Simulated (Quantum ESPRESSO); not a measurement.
Simulation results for Ge (made-up cell, one site empty)

All values are calculated (Quantum ESPRESSO 7.5). Calculation on a made-up crystal cell, not a measurement: periodic Kohn-Sham density functional theory in plane waves with PseudoDojo standard norm-conserving scalar-relativistic pseudopotentials, each functional with its own files (v0.5 for PBE, v0.4.1 for LDA and PBEsol), no spin polarisation, no spin-orbit coupling, atoms not relaxed, stress positive in tension, energies less a fixed whole-eV offset for each atom's element; levels are Kohn-Sham levels at fractions of this cell's reciprocal vectors, counted from the reference band (half the neutral cell's valence electrons, rounded up) at Gamma; error bars cover cutoff and k-mesh only, not smearing or the files; added strain carries the atoms with the cell, and shear is the tensor component; each bar is the largest change over components, and at least 0.002 eV, 0.002 eV per angstrom or 0.02 GPa; energies are for the whole cell, and the offsets were chosen from early runs and are not element reference energies.

Ge (made-up cell, one site empty)

```xyz
7
Lattice="5.6418 0.0000 0.0000 0.0000 5.6418 0.0000 0.0000 0.0000 5.6418" Properties=species:S:1:pos:R:3 Ge
Ge     0.0122    -0.0185    -0.0189
Ge     0.0361     2.8466     2.7763
Ge     2.7787    -0.0198     2.8324
Ge     2.8921     2.7866    -0.0287
Ge     1.4752     1.3938     1.3649
Ge     4.3858     1.2755     4.0705
Ge     4.2855     4.2684     1.4594
```

* lattice type: zincblende/diamond
* empty site: 6
* functional: pbe
* cutoff: 1061 eV
* fermi dirac smearing: 0.1 eV
* scf tolerance: 1e-07 eV
* electrons removed: 0
* k mesh: 6 x 6 x 6, shifted by half a step
* stress xx: ?

Atoms:
```tsv
atoms element	atom site	atom energy offset (eV)
Ge	1	-2430
Ge	2	-2430
Ge	3	-2430
Ge	4	-2430
Ge	5	-2430
Ge	7	-2430
Ge	8	-2430
```

Questions
1. Ge (made-up cell, one site empty): stress xx?

## Answers
1. -1.675 GPa

Further results for Ge (made-up cell, one site empty):

* free energy less offsets: -1.535 eV
* smearing term minus ts: -0.07265 eV
* scf iterations: 10
* pressure: 1.669 GPa
* stress yy: -1.612 GPa
* stress zz: -1.72 GPa
* stress yz: 1.675 GPa
* stress xz: -0.6456 GPa
* stress xy: -0.526 GPa
* fermi level: -0.3833 eV
* reference band: 49
* error bar energy: 0.005539 eV
* error bar stress: 0.02 GPa
* error bar force: 0.002188 eV/Å
* error bar next band up: 0.002 eV
* error bar fermi level: 0.009626 eV
* error bars from: tighter rerun of a related cell

Forces:
```tsv
site	x (eV/Å)	y (eV/Å)	z (eV/Å)
1	0.7435	-0.3821	-0.07222
2	0.9841	0.03255	0.3396
3	-0.3963	-0.7867	0.3973
4	0.5198	0.1551	-0.6717
5	-0.3607	0.2664	-0.08353
7	-0.7938	0.8766	0.6648
8	-0.6965	-0.1619	-0.5743
```

Levels:
```tsv
level k point	next band up (eV)
Gamma	0.3406
(1/2,1/2,1/2)	0.01239
(0.15,0,0)	0.3123
(0,0.15,0)	0.3762
(0,0,0.15)	0.4314
```
